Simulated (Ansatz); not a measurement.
Here is the system:

Relaxed Sc (hcp, Mg type):

```
Sc
1.0
    3.27714     0.00000     0.00000
   -1.63857     2.83808     0.00000
    0.00000     0.00000     5.08539
Sc
2
Direct
  0.33333   0.66667   0.75000
  0.66667   0.33333   0.25000
```

In each cell atom 1 (Sc, nearest neighbour Sc at 3.169 Å; its periodic images, 3.3 Å or more away, move with it) moves by s·(1.000, 0.000, 0.000) (along Cartesian x), the rest being held.

The numbers are results of PBEsol (plane waves to 420 eV, PAW, scalar-relativistic; Ansatz, an electronic-structure program), not measurements. k mesh 13×13×8 (Γ-centred), Fermi-Dirac smearing 0.05 eV. The energy includes the smearing's −TS. With partly filled bands, energies and forces of such displacements shift with the k mesh and the smearing. Sc is run without spin polarisation. Sc was relaxed with its symmetry unable to fall. ΔE is measured from the undisplaced structure.

The scan covers s from -0.630 to 0.630 Å in 11 points.

Q: Is this a single well or a double well?

A: A single well with its minimum at or next to zero displacement.

Q: Is the energy the same for equal positive and negative displacements?

A: Even: the same for both signs. With its periodic images moving along, the atom's site symmetry in this cell is -6m2.

Q: What force acts on the atom along the line at s = -0.630 Å?

A: 0.679 eV/Å.

Q: What is the force constant k = d²E/ds² of this move at s = 0?

A: 1.53 eV/Å².

(A displaced cell: forces are minus the slopes of the energy, force constants its curvatures, and phonons follow from these.)
